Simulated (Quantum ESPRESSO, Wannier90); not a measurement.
# Wannier functions of NaH (rock salt)

```xyz
2
Lattice="0.0000 2.3864 2.3864 2.3864 0.0000 2.3864 2.3864 2.3864 0.0000" Properties=species:S:1:pos:R:3 pbc="T T T"
Na     0.0000     0.0000     0.0000
H      2.3864     2.3864     2.3864
```

Materials Project entry mp-23870; symmetrised, unrelaxed at this level. COD (Crystallography Open Database) has an entry of this formula and space group (matched by these alone). Level: PBEsol, no spin polarisation, no spin-orbit coupling; pw.x of Quantum ESPRESSO at 71 Ry with PseudoDojo potentials, 12×12×12 k-points, Wannier90. Density: 12×12×12 mesh, cold smearing 0.01 Ry.

A tight-binding model is made by disentanglement and projection with no localisation steps (num_iter = 0), so the 5 orbitals stay atom-like: hydrogen-like Na: s;p; H: s, axes along x, y, z; frozen window up to 5.12 eV relative to the valence-band maximum. It follows pw.x to 3.3 meV rms for states up to 4.6 eV relative to the valence-band maximum. Matrix elements depend on this choice of orbitals and windows.

Question: What are the on-site energies relative to the valence-band maximum, and how fast do the hoppings decay?

Answer: 
| atom | orbitals | energy (eV) |
|---|---|---|
| Na1 | s | 7.60 |
| Na1 | pz px py | 11.83 |
| H2 | s | 1.23 |

| distance of the centres (Å) | largest modulus (eV) |
|---|---|
| 2–3 | 1.6 |
| 3–4 | 0.86 |
| 4–5 | 1.2 |
| 5–6 | 0.096 |
| 6–7 | 0.10 |
| 7–8 | 0.13 |
| 8–9 | 0.017 |
| 9–10 | 0.023 |
| 10–11 | 0.019 |
| 11–12 | 0.0048 |
| 12–13 | 0.0060 |
